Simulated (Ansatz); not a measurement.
Ansatz (a program for electronic structure) input:

Ansatz 0.2 input:
```yaml
crystal:
  lattice:
    - [-1.5793770511, 1.5793770511, 5.5710425051]
    - [1.5793770511, -1.5793770511, 5.5710425051]
    - [1.5793770511, 1.5793770511, -5.5710425051]
  atoms:
    - { symbol: Hf, position: [0.3439593966, 0.3439593966, 0.0] }
    - { symbol: Hf, position: [0.6560406034, 0.6560406034, 0.0] }
    - { symbol: Cu, position: [0.0, 0.0, 0.0] }
kpoints:
  mp_grid: { grid: [18, 18, 18] }
hamiltonian:
  xc: r2scan
  pseudopotentials: { kind: paw }
scf:
  occupations: { method: gaussian, width: 0.1 }
checkpoint: { read: metal.run }
output: { write_density: true, elf: true, volumetric_format: npy }
basis: { fft_grid_basis: typed }
```

Output (shortened):

```
Pseudopotential: Hf, paw, valence charge 26
Pseudopotential: Cu, paw, valence charge 19
Functional definition: r2SCAN
Crystal: 3 atoms, lattice volume = 55.586 Å³
Basis set: ecut = 500 eV, 1397 PW (Γ), exchange–correlation on 180×180×180 points (64 copies of the dense FFT grid, shifted against one another)
Bands: 43, of which v1, the nominal top of the filled ones, is band 36 counted from 1 (35 counted from 0)
Symmetry: 16 space group operations
Space group: I4/mmm (ITA 139), of the structure as read, at distance tolerance 3.8e-5 Å
k-points: 480 of 5832
Stability of the state it starts from, as read at its close in the unpolarized treatment …
iter 1 solved again at ethr=5.61e-9 eV; its pass at ethr=3.10e-3 eV (dr2=3.98e-6 eV) is discarded
SCF iter   1: F=—  HF=-38097.826349 eV  |F-HF|=—  |Δ(HF+E_count)|=         —  Δρ=2.97e-7  dr2=4.17e-11  dr2_τ=4.64e-12  ethr=5.61e-9  ⟨swp⟩=4.0  Hψ=127707  notcnv=0
preconditioner: auto → Kerker (q_TF=auto, 2.842 Å⁻¹)
SCF iter   2: F=-38097.826349 eV  HF=-38097.826349 eV  |F-HF|=1.96e-10  |Δ(HF+E_count)|=   3.08e-9  Δρ=7.68e-7  dr2=2.26e-10  dr2_τ=1.36e-12  ethr=1.00e-12  ⟨swp⟩=6.4  Hψ=76361  notcnv=0
SCF 1 converged in 2 iterations: F = -38097.826349 eV  dr2 = 2.26e-10
SCF converged after 2 iterations
Free energy (F): -38097.826349 eV
Harris-Foulkes:  -38097.826349 eV  (|F-HF|=1.96e-10)
Internal energy: -38097.818844 eV  (E = F + TS)
E sigma→0 (E₀):  -38097.822596 eV
Entropy (-TS):   -0.007504 eV (-2.501 meV/atom)
Fermi energy:    19.451843 eV
--- Per-component energies (eV) ---
  E_band       = -314.228603
  E_kinetic    = 1148.461647
  E_local      = -14084.767599  (includes V_loc(G=0)·N_el)
  E_nonlocal   = -2107.406470
  E_hartree    = 6523.040932
  E_xc         = -651.242037
  E_vxc        = -712.809282  (∫ρ·V_xc dr)
  E_paw        = -15578.276954  (= ΣΔE_a)
  E_vpaw       = 2357.895308  (= ΣTr[D̂ρ^β])
  E_aug_tail   = 0.000136  (compensation charges beyond the density's cutoff)
  E_vtau       = 38.314705  (kinetic-family band-sum trace: ∫τ·v_τ [+ j·A + Jᵃ·Aᵃ] dr)
  E_ewald      = -13347.970435
  E_core_change = 0.341936  (= ΣΔE_core)
  E_smearing   = -0.007504  (= −TS)
  E_closure    =  0.000000  (closes the sum)
  Σ components = -38097.826349   (vs F -38097.826349, Δ=0.00e0)
  [band-id]    e_kinetic+e_local+e_nonlocal+2·e_hartree+e_vxc+e_vpaw+e_augmentation_tail+e_vtau = -314.229690   (vs E_band -314.228603, Δ=-1.09e-3)
--- Band table (eV; the first three rows and the last of 480) ---
  k-point 0: bands = ["-97.5267", "-53.3519", "-53.3519", "-53.2852", "-44.1103", "-44.0395", "-12.4155", "-11.9847", "-11.9847", "-11.8301", "-11.7725", "-11.7725", "7.4653", "7.4839", "7.4839", "7.4914", "7.4982", "7.5003", "7.5031", "7.5031", "7.5149", …
  k-point 1: bands = ["-97.5266", "-53.3521", "-53.3521", "-53.2852", "-44.1079", "-44.0391", "-12.4099", "-12.0078", "-11.9992", "-11.8159", "-11.7906", "-11.7830", "7.4669", "7.4827", "7.4844", "7.4914", "7.4998", "7.4999", "7.5029", "7.5031", "7.5160", …
  k-point 2: bands = ["-97.5266", "-53.3524", "-53.3524", "-53.2851", "-44.1010", "-44.0381", "-12.3950", "-12.0562", "-12.0410", "-11.8409", "-11.8130", "-11.7928", "7.4715", "7.4809", "7.4860", "7.4909", "7.4991", "7.5021", "7.5023", "7.5038", "7.5190", …
  k-point 479: bands = ["-97.5267", "-53.3519", "-53.3519", "-53.2852", "-44.1069", "-44.0429", "-12.3184", "-11.9913", "-11.9913", "-11.9355", "-11.7655", "-11.7655", "7.4601", "7.4852", "7.4852", "7.4909", "7.4941", "7.5032", "7.5032", "7.5100", "7.5207", …
```

Cost: around 110 core-seconds (rough) on shared cores.

The workflow started from an entry of the Crystallography Open Database (COD). Its standing as an ambient phase is unchecked. The r²SCAN relaxation kept the symmetry of its start; whether a distortion lowers the energy is not shown. No spin polarisation was allowed. Spin–orbit coupling is left out wherever it is not named.

Potentials: the later of the program's two PAW sets.

Ansatz is a plane-wave DFT program.
